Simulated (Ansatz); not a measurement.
RbLaS$_{2}$:
```cif
data_LaRbS2
_chemical_formula_sum 'Rb1 La1 S2'
_space_group_name_H-M_alt 'P 1'
_space_group_IT_number 1
_cell_length_a 8.05102
_cell_length_b 8.05102
_cell_length_c 8.05102
_cell_angle_alpha 31.108
_cell_angle_beta 31.108
_cell_angle_gamma 31.108
loop_
_space_group_symop_operation_xyz
  'x, y, z'
loop_
_atom_site_label
_atom_site_type_symbol
_atom_site_fract_x
_atom_site_fract_y
_atom_site_fract_z
_atom_site_occupancy
Rb1 Rb 0.00000 0.00000 0.00000 1
La1 La 0.50000 0.50000 0.50000 1
S1 S 0.76693 0.76693 0.76693 1
S2 S 0.23307 0.23307 0.23307 1
```

Relaxed with r²SCAN. r²SCAN (plane waves, PAW; program Ansatz) gives a gap of 3.00 eV.

### Question
What gap does HSE06 give on the same cell (Ansatz, PAW)?

### Answer
3.50 eV, 0.50 eV more. The hybrid was solved on a coarser mesh and at special points; its gap is the smallest among all of these.

Cost on shared cores: the r²SCAN run (SCF on a 8×8×8 mesh, then bands and DOS) about 90 core-seconds (a rough figure), the HSE06 run (SCF on 6×6×6, then a few points) very roughly 3 core-minutes; the tasks are unlike.

Space group R-3m. The workflow started from a Materials Project entry (that database holds measured and hypothetical structures alike); the Crystallography Open Database files this formula in space group No. 166, but the cells were not matched. Whether it is the stable phase at ambient conditions was not checked. Symmetry was held in the r²SCAN relaxation; its stability against distortions is not shown here. Spin–orbit coupling is left out wherever it is not named.

Potentials: the later of the program's two PAW sets.
